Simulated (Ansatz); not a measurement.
Total density of states per atom from the program Ansatz at the PBE level (PAW), in 0.25 eV bins, energy from the valence-band maximum:

| E (eV) | states/eV/atom |
|---|---|
| -7.85 | 0.07 |
| -7.60 | 0.20 |
| -7.35 | 0.39 |
| -7.10 | 0.34 |
| -6.85 | 0.32 |
| -6.60 | 0.31 |
| -6.35 | 0.19 |
| -6.10 | 0.20 |
| -5.85 | 0.17 |
| -5.60 | 0.15 |
| -5.35 | 0.11 |
| -5.10 | 0.26 |
| -4.85 | 0.34 |
| -4.60 | 0.46 |
| -4.35 | 0.44 |
| -4.10 | 0.53 |
| -3.85 | 0.73 |
| -3.60 | 0.70 |
| -3.35 | 0.58 |
| -3.10 | 0.49 |
| -2.85 | 0.54 |
| -2.60 | 0.54 |
| -2.35 | 0.52 |
| -2.10 | 0.60 |
| -1.85 | 0.69 |
| -1.60 | 0.90 |
| -1.35 | 1.16 |
| -1.10 | 1.37 |
| -0.85 | 1.66 |
| -0.60 | 0.76 |
| -0.35 | 0.23 |
| -0.10 | 0.05 |
| 0.15 | 0.00 |
| 0.40 | 0.00 |
| 0.65 | 0.00 |
| 0.90 | 0.00 |
| 1.15 | 0.01 |
| 1.40 | 0.01 |
| 1.65 | 0.01 |
| 1.90 | 0.02 |
| 2.15 | 0.02 |
| 2.40 | 0.03 |
| 2.65 | 0.04 |
| 2.90 | 0.05 |
| 3.15 | 0.06 |
| 3.40 | 0.07 |
| 3.65 | 0.10 |
| 3.90 | 0.11 |
| 4.15 | 0.13 |
| 4.40 | 0.25 |
| 4.65 | 0.37 |
| 4.90 | 0.31 |
| 5.15 | 0.28 |
| 5.40 | 0.26 |

**Question.** Pick the material that matches.
(A) IrO2, P6_3/mmc (Ir on 2c, O on 4f)
(B) SnO2, rutile
(C) CuO, P4_2/mmc (Cu on 2c, O on 2f)
(D) SiSn, rock salt

**Answer.** B, SnO2, rutile. Top 1 eV of the valence band: O 2p 98 %. Bottom 1 eV of the conduction band: Sn 5s 52 %, O 2s 24 %, O 2p 21 %. Projections are on Löwdin-orthogonalised atomic valence shells; empty p or d shells of many metals are not among them.

Space group P4_2/mnm (rutile). The PBE relaxation kept the symmetry of its start. Scalar-relativistic: spin–orbit coupling is off unless named, which matters more the heavier the elements.

Potentials: the later of the program's two PAW sets.
